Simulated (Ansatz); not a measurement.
LaC2 in space group Immm (No. 71; La on 2a, C on 4h) at seven volumes, LDA (plane waves, PAW; program Ansatz), shape and atoms relaxed at each. One row is withheld.

```tsv
V (Å³/atom)	P (GPa)
15.175	11.62
15.675	7.14
16.176	?
16.676	0.00
17.176	-2.81
17.676	-5.21
18.177	-7.25
```

### Question
Fit the shown pressures and predict the withheld one.

### Answer
Third-order Birch–Murnaghan: P = (3/2)B₀(x^(7/2) − x^(5/2))[1 + (3/4)(B′ − 4)(x − 1)] with x = (V₀/V)^(2/3). Least squares on the six rows gives V₀ = 16.676 Å³/atom, B₀ = 101.0 GPa, B′ = 4.22. At V = 16.176, x = 1.0205 and P = 3.28 GPa. The run itself gave 3.29 GPa.

The workflow started from a Materials Project entry (that database holds measured and hypothetical structures alike); the Crystallography Open Database copy checked does not list it. COD files the formula under space group No. 139. Its standing as an ambient phase is unchecked. The cell was relaxed with LDA under the symmetry of its start; whether a distortion lowers the energy is not shown. Scalar-relativistic: spin–orbit coupling is off unless named, which matters more the heavier the elements.

Potentials: the later of the program's two PAW sets.
